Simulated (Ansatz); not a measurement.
# An Ansatz input for InAs with Be replacing In

```yaml
crystal:
  lattice:
    - [0.0, 9.054, 9.054]
    - [9.054, 0.0, 9.054]
    - [9.054, 9.054, 0.0]
  atoms:
    - { symbol: BEx, position: [0.0, 0.0, 0.0] }
    - { symbol: In, position: [0.0, 0.0, 0.3333333333] }
    - { symbol: In, position: [0.0, 0.0, 0.6666666667] }
    - { symbol: In, position: [0.0, 0.3333333333, 0.0] }
    - { symbol: In, position: [0.0, 0.3333333333, 0.3333333333] }
    - { symbol: In, position: [0.0, 0.3333333333, 0.6666666667] }
    - { symbol: In, position: [0.0, 0.6666666667, 0.0] }
    - { symbol: In, position: [0.0, 0.6666666667, 0.3333333333] }
    - { symbol: In, position: [0.0, 0.6666666667, 0.6666666667] }
    - { symbol: In, position: [0.3333333333, 0.0, 0.0] }
    - { symbol: In, position: [0.3333333333, 0.0, 0.3333333333] }
    - { symbol: In, position: [0.3333333333, 0.0, 0.6666666667] }
    - { symbol: In, position: [0.3333333333, 0.3333333333, 0.0] }
    - { symbol: In, position: [0.3333333333, 0.3333333333, 0.3333333333] }
    - { symbol: In, position: [0.3333333333, 0.3333333333, 0.6666666667] }
    - { symbol: In, position: [0.3333333333, 0.6666666667, 0.0] }
    - { symbol: In, position: [0.3333333333, 0.6666666667, 0.3333333333] }
    - { symbol: In, position: [0.3333333333, 0.6666666667, 0.6666666667] }
    - { symbol: In, position: [0.6666666667, 0.0, 0.0] }
    - { symbol: In, position: [0.6666666667, 0.0, 0.3333333333] }
    - { symbol: In, position: [0.6666666667, 0.0, 0.6666666667] }
    - { symbol: In, position: [0.6666666667, 0.3333333333, 0.0] }
    - { symbol: In, position: [0.6666666667, 0.3333333333, 0.3333333333] }
    - { symbol: In, position: [0.6666666667, 0.3333333333, 0.6666666667] }
    - { symbol: In, position: [0.6666666667, 0.6666666667, 0.0] }
    - { symbol: In, position: [0.6666666667, 0.6666666667, 0.3333333333] }
    - { symbol: In, position: [0.6666666667, 0.6666666667, 0.6666666667] }
    - { symbol: As, position: [0.0833333333, 0.0833333333, 0.0833333333] }
    - { symbol: As, position: [0.0833333333, 0.0833333333, 0.4166666667] }
    - { symbol: As, position: [0.0833333333, 0.0833333333, 0.75] }
    - { symbol: As, position: [0.0833333333, 0.4166666667, 0.0833333333] }
    - { symbol: As, position: [0.0833333333, 0.4166666667, 0.4166666667] }
    - { symbol: As, position: [0.0833333333, 0.4166666667, 0.75] }
    - { symbol: As, position: [0.0833333333, 0.75, 0.0833333333] }
    - { symbol: As, position: [0.0833333333, 0.75, 0.4166666667] }
    - { symbol: As, position: [0.0833333333, 0.75, 0.75] }
    - { symbol: As, position: [0.4166666667, 0.0833333333, 0.0833333333] }
    - { symbol: As, position: [0.4166666667, 0.0833333333, 0.4166666667] }
    - { symbol: As, position: [0.4166666667, 0.0833333333, 0.75] }
    - { symbol: As, position: [0.4166666667, 0.4166666667, 0.0833333333] }
    - { symbol: As, position: [0.4166666667, 0.4166666667, 0.4166666667] }
    - { symbol: As, position: [0.4166666667, 0.4166666667, 0.75] }
    - { symbol: As, position: [0.4166666667, 0.75, 0.0833333333] }
    - { symbol: As, position: [0.4166666667, 0.75, 0.4166666667] }
    - { symbol: As, position: [0.4166666667, 0.75, 0.75] }
    - { symbol: As, position: [0.75, 0.0833333333, 0.0833333333] }
    - { symbol: As, position: [0.75, 0.0833333333, 0.4166666667] }
    - { symbol: As, position: [0.75, 0.0833333333, 0.75] }
    - { symbol: As, position: [0.75, 0.4166666667, 0.0833333333] }
    - { symbol: As, position: [0.75, 0.4166666667, 0.4166666667] }
    - { symbol: As, position: [0.75, 0.4166666667, 0.75] }
    - { symbol: As, position: [0.75, 0.75, 0.0833333333] }
    - { symbol: As, position: [0.75, 0.75, 0.4166666667] }
    - { symbol: As, position: [0.75, 0.75, 0.75] }
total_charge: -1
kpoints:
  mp_grid: { grid: [2, 2, 2] }
scf:
  occupations: { method: fermi_dirac, width: 0.01 }
  max_iter: 75
hamiltonian:
  xc: pbe
  pseudopotentials: { kind: paw }
output:
  forces: true
  stress: true
  populations: true
  efg:
    quadrupole_moments_barn: { Be: 0.05288, In: 0.772, As: 0.311 }
    contact_densities: true
```

```sh
ansatz run input.yaml --threads 4 --pin off --max-ram 8192MiB --backend cpu --events-out ev --progress --plain --runs-dir out
```

Task: Does this calculation finish, and if not, why?

Result: The program refused the input. The input holds an unknown element. The program says:

```
Error: YAML parse error: error: line 7 column 17: `BEx` is not an element symbol (H … Og, case-exact)
 --> <input>:7:17
  |
5 |     - [9.054, 9.054, 0.0]
6 |   atoms:
7 |     - { symbol: BEx, position: [0.0, 0.0, 0.0] }
  |                 ^ `BEx` is not an element symbol (H … Og, case-exact)
8 |     - { symbol: In, position: [0.0, 0.0, 0.3333333333] }
9 |     - { symbol: In, position: [0.0, 0.0, 0.6666666667] }
  |
```

Against a sound input the change was `crystal.atoms[0].symbol`: Be → BEx; `scf.max_iter`: not typed → 75.

With the sound settings the run converges and gives V_zz (10²¹ V/m²) In2 -1.98 (η 0.27), In5 0.37 (η 0.00), In9 0.39 (η 0.00), In15 -0.26 (η 0.77), As28 -5.50 (η 0.00), As29 -1.42 (η 0.42), among others; a site carries the number of its first atom in the input. The run isn't spin-polarised, and a state with spin may lie lower. The defect repeats with the cell of 54 atoms, so it feels its images: sites between two images don't show the values beside a lone defect, and zeros or small values of η there can come from the images' arrangement. A uniform background compensates the cell's charge. The defect cell has no gap above 0.1 eV on its mesh, so the values can hang on the smearing and the k-mesh. Without spin–orbit coupling (the program notes it for In) the gradients can shift somewhat, as the gap is small. The neighbours have not yet relaxed around the defect (largest force 1.6 eV/Å), so a real crystal will differ.
